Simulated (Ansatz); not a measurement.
**Structures of AsPt$_{2}$: which is lowest?**

Plane-wave DFT in Ansatz with scalar-relativistic PAW potentials, cutoff 420 eV, Γ-centred meshes chosen by cell and gap, Gaussian smearing with energies taken to zero width. Every cell was relaxed (cell and atoms) in a run of its own, within the symmetry of its start. Functional: PBE.

Relaxed structures (starts from databases or built by putting these elements on another compound's sites):
A. I4/mmm, 3 atoms in the computed cell, a = 3.919 Å, c = 6.946 Å; sites (symmetry × multiplicity) As 4/mmm × 2, Pt -4m2 × 4; start: built
B. I4/mmm, 3 atoms in the computed cell, a = 3.191 Å, c = 9.551 Å; sites (symmetry × multiplicity) As 4/mmm × 2, Pt 4mm × 4; start: built
C. Pnnm, 6 atoms in the computed cell, a = 3.568 Å, b = 6.974 Å, c = 4.116 Å; sites (symmetry × multiplicity) As ..2/m × 2, Pt ..m × 4; start: built
D. P6/mmm, 3 atoms in the computed cell, a = 4.562 Å, c = 2.830 Å; sites (symmetry × multiplicity) As 6/mmm × 1, Pt -6m2 × 2; start: built

Task: Rank them by energy. Could pressure change the order?

Result:
| structure | group | E − E(lowest) (meV/atom) | V (Å³/atom) | gap on mesh (eV) |
| --- | --- | --- | --- | --- |
| A | I4/mmm | 0.0 | 17.78 | 0.00 |
| C | Pnnm | 69 | 17.07 | 0.00 |
| B | I4/mmm | 139 | 16.21 | 0.00 |
| D | P6/mmm | 448 | 17.01 | 0.00 |

A is lowest, 69 meV/atom under C. B is denser by 1.57 Å³/atom, so pressure favours it: ΔE/ΔV, with ΔE in eV and 1 eV/Å³ = 160.2 GPa, gives about 14 GPa for equal enthalpy if both cells were rigid, a rough figure since the two compress differently. Other structures may lie lower than all of these, and vibrations aren't counted.

Spin-orbit coupling is left out, which matters for the bands of heavy elements.